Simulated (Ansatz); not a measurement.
Ti:
```
CELL_PARAMETERS angstrom
     -2.49253     2.49253     1.40481
      2.49253    -2.49253     1.40481
      2.49253     2.49253    -1.40481
ATOMIC_POSITIONS crystal
  Ti 0.75000 0.25000 0.50000
  Ti 0.00000 0.00000 0.00000
```

Relaxed with PBE.

Q: Decompose the optical modes at the zone centre into irreducible representations, and say which are infrared and Raman allowed.

A: Point group 4/mmm: Γ_opt = B1g + Eg. Infrared: none. Raman: B1g, Eg.

Q: Assign frequencies (DFPT, the program Ansatz at the PBE level (PAW)).

A: B1g 113i, Eg 289 cm⁻¹.

Subscripts of B labels follow the axes of the standard setting.

Space group I4_1/amd (β-Sn type). A made-up cell: these elements were put on the sites of a structure type; neither database checked (COD, Materials Project) lists it. It is not the phase usual at ambient conditions (space group No. 194). The cell was relaxed with PBE under the symmetry of its start. At this level the phase is dynamically unstable (imaginary phonons). The run is not spin-polarised. As this level gives no gap, phonon frequencies hold no LO–TO term and depend on the k-mesh and smearing (Fermi–Dirac, 0.1 eV here).

Potentials: the later of the program's two PAW sets.
